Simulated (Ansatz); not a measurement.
# SnO$_{2}$ (R-3m), clamped-ion strain scan

The calculation used DFT LDA, scalar-relativistic, plane waves, PAW in Ansatz 0.2.0. Cutoff 420 eV, Γ-centred 12×12×12 k-points, Gaussian smearing of 0.05 eV. No spin polarisation. Energies are free energies at this smearing, counted from the undisturbed cell; pressure is positive in compression.

Reference structure (as given, not relaxed at this level; it stands at -9.1 GPa; this form isn't the usual structure):

```
CELL_PARAMETERS angstrom
1.61709 0.93363 4.80059
-1.61709 0.93363 4.80059
0.00000 -1.86726 4.80059
ATOMIC_POSITIONS crystal
Sn 0.50000 0.50000 0.50000
O 0.23717 0.23717 0.23717
O 0.76283 0.76283 0.76283
```

The cell is strained by ε times the Voigt pattern (0, 0, 1, 0, 0, 0) (xx, yy, zz, yz, xz, xy; engineering shear) with fractional coordinates fixed. At -9 GPa the given cell is far from its own equilibrium, so these figures belong to a strongly strained crystal.

Problem. Over the sampled range (-0.0600 to 0.0600), is the undisturbed cell the lowest point?

Solution. No: the energy is lower at ε = -0.0600, -25.2 in ΔE (meV/atom).

Problem. Which end lies higher in energy, -0.0600 or +0.0600?

Solution. +0.0600: 53.9 against -25.2.

Problem. Does the gap on the k-mesh survive along the scan?

Solution. It is 1.77 eV at the start and stays between 1.76 and 1.81 eV.

The scan:

| ε | ΔE (meV/atom) |
| --- | --- |
| -0.0600 | -25.2 |
| -0.0450 | -21.7 |
| -0.0300 | -16.3 |
| -0.0150 | -9.1 |
| 0.0000 | 0.0 |
| 0.0150 | 10.9 |
| 0.0300 | 23.5 |
| 0.0450 | 37.9 |
| 0.0525 | 45.7 |
| 0.0600 | 53.9 |